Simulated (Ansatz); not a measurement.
GaSb (zinc blende), relaxed with r²SCAN (Ansatz, an electronic-structure program, plane waves, PAW): a = b = c = 6.133 Å, α = β = γ = 90.00°.

gap (eV): 0.42
ΔH_f (eV/atom): -0.23
B₀ by P(V) fit (GPa): 52.8

**Question.** The same phase is relaxed and computed with PBE in the same code. What are the cell and these values now?

**Answer.** a = 6.2143 Å, b = 6.2143 Å, c = 6.2143 Å, α = 90.00°, β = 90.00°, γ = 90.00°.

* **gap (eV)**: none
* **ΔH_f (eV/atom)**: -0.17
* **B₀ by P(V) fit (GPa)**: 44.6

All cells were relaxed under the symmetry of their starts (and spin orders); stability against distortions was not tested throughout. Spin–orbit coupling is left out wherever it is not named.

Potentials: the earlier of the program's two PAW sets.

Ansatz is a plane-wave DFT program.

Formation energies count from the lowest solids of the elements computed at the same level, not from gases.
